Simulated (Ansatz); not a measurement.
LaSi:
```yaml
crystal:
  lattice:
    - [8.30425, 0.00000, 0.00000]
    - [0.00000, 3.92644, 0.00000]
    - [0.00000, 0.00000, 5.94157]
  atoms:
    - { symbol: La, position: [0.17918, 0.25000, 0.11194] }
    - { symbol: La, position: [0.32082, 0.75000, 0.61194] }
    - { symbol: La, position: [0.67918, 0.25000, 0.38806] }
    - { symbol: La, position: [0.82082, 0.75000, 0.88806] }
    - { symbol: Si, position: [0.03316, 0.25000, 0.61702] }
    - { symbol: Si, position: [0.46684, 0.75000, 0.11702] }
    - { symbol: Si, position: [0.53316, 0.25000, 0.88298] }
    - { symbol: Si, position: [0.96684, 0.75000, 0.38298] }
```

Relaxed with LDA. Special points in fractions of this cell's reciprocal vectors: Γ (0.000, 0.000, 0.000); X (0.500, 0.000, 0.000); S (0.500, 0.500, 0.000); Y (0.000, 0.500, 0.000); Z (0.000, 0.000, 0.500); U (0.500, 0.000, 0.500); R (0.500, 0.500, 0.500); T (0.000, 0.500, 0.500).

Question: List the band energies nearest the Fermi level at these points for plane-wave PAW LDA (Ansatz code).

Answer: In eV from the Fermi level; about four levels below and three above (degenerate sets whole), none deeper than 8.9 eV; points with the same levels are listed once.

```csv
k,below,above
Γ,-1.79 -1.65 -1.06 -0.67,0.31 0.36 0.69
X,-1.72 -1.72 -1.05 -1.05,0.09 0.09 0.66 0.66
S,-0.31 -0.31 -0.31 -0.31,1.75 1.75 1.75 1.75
Y,-1.79 -1.79 -0.60 -0.60,0.44 0.44 1.57 1.57
Z,-1.15 -1.15 -0.53 -0.53,0.67 0.67 1.17 1.17
U,-1.53 -1.53 -0.28 -0.28,0.71 0.71 0.84 0.84
R,-0.23 -0.23 -0.23 -0.23,1.34 1.34 1.34 1.34
T,-1.75 -1.75 -0.68 -0.68,0.05 0.05 0.11 0.11
```

Space group Pnma. The workflow started from an entry of the Crystallography Open Database (COD). Whether it is the stable phase at ambient conditions was not checked. The cell was relaxed with LDA under the symmetry of its start; of distortions, only those at the zone centre were tested. Spin–orbit coupling is left out wherever it is not named.

Potentials: the later of the program's two PAW sets.
